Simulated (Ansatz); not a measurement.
SrGaSnH (space group P3m1)

```
SrGaSnH
1.0
    4.44749     0.00000     0.00000
   -2.22375     3.85164     0.00000
    0.00000     0.00000     5.16386
Sr Ga Sn H
1 1 1 1
Cartesian
  0.00000   0.00000   0.01267
  2.22375   1.28388   3.09623
  0.00000   2.56776   2.35225
  2.22375   1.28388   4.81133
```

E(V) scan at fixed shape, V₀ the volume above. The atoms relax within the cell's symmetry.

Computed with r2SCAN (plane waves to 500 eV, PAW, scalar-relativistic; Ansatz, a program for electronic structure). k mesh 9×9×7 (Γ-centred), Fermi-Dirac smearing 0.05 eV. Energies are smeared free energies. Stress and pressure are positive under compression. With the shape held, the modulus is that of even scaling; a crystal free to change shape is softer. SrGaSnH was relaxed with its symmetry unable to fall. ΔE is measured from the relaxed starting cell.

| V (Å³/atom) | ΔE (meV/atom) |
|---|---|
| 20.788 | 13.0 |
| 21.119 | 7.1 |
| 21.451 | 3.1 |
| 21.783 | 0.7 |
| 22.114 | 0.0 |
| 22.446 | 0.7 |
| 22.778 | 2.8 |
| 23.110 | 6.1 |
| 23.441 | withheld |

Fit a third-order Birch-Murnaghan form (E₀, V₀, B₀, B₀′ free) to the given rows and predict ΔE at V = 23.441.

Least squares on the 8 given rows: ΔE = E₀ + (9V₀B₀/16)·y²·[2 + (B₀′ − 4)y], y = (V₀/V)^(2/3) − 1, with V₀ = 22.113 Å³/atom, B₀ = 47.11 GPa (160.2 GPa = 1 eV/Å³; the term in eV is multiplied by 1000), B₀′ = 4.27, E₀ = -0.01 meV/atom; root-mean-square residual 0.02 meV/atom. At 23.441 the fit gives 10.6 meV/atom; the calculation gives 10.6 meV/atom, the same to the digits shown. For the pressure the fit gives -2.43 GPa against the computed -2.42 GPa.

(Under strain, the slope of the energy per volume gives the stress and its curvature an elastic modulus.)
